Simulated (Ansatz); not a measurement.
A geometry of NbAs away from equilibrium: step 2 of the relaxation of a relaxed NbAs cell displaced along its unstable phonon at q = (½, 0, 0) of its primitive reciprocal cell (66i cm⁻¹), largest move 0.15 Å. Method: PBEsol (plane waves to 420 eV, PAW, scalar-relativistic; Ansatz, an electronic-structure program). Γ-centred k-mesh 5×9×5 on the run's cell (coarser than for final values), Fermi–Dirac smearing 0.05 eV.

```xyz
8
Lattice="7.1983 0.0000 0.0000 0.0000 3.5918 0.0000 0.0000 0.0000 6.7485" Properties=species:S:1:pos:R:3:forces:R:3 pbc="T T T" free_energy=-37233.402 pressure_GPa=0.6
As     0.0000     1.7959     0.0000    0.0000    0.0000    0.0000
As     3.5991     1.7959     0.0000    0.0000    0.0000    0.0000
As     1.7996     0.0000     3.6004    0.0000    0.0000    0.3373
As     5.3987     0.0000     3.1481    0.0000    0.0000   -0.3373
Nb     0.2109     0.0000     1.6945    0.1827    0.0000   -0.0198
Nb     3.3882     0.0000     1.6945   -0.1827    0.0000   -0.0198
Nb    -0.2109     0.0000     5.0539   -0.1827    0.0000    0.0198
Nb     3.8101     0.0000     5.0539    0.1827    0.0000    0.0198
```

Positions in Å, forces in eV/Å, free energy of the cell in eV (comparable only within this code, potentials and settings). Largest force: 0.34 eV/Å, on As3, As4 (atoms numbered as listed); the geometry lies 0.04 eV/atom above the end of its relaxation.

No spin polarisation in the result.

The run could not lose the symmetry of its start: the end is stationary, and may be a saddle point rather than a minimum.

The end of the path is a generated cell of NbAs: the first start was made by placing the elements on the sites of a structure type, and the end was not matched to a known phase here, so it may be hypothetical.
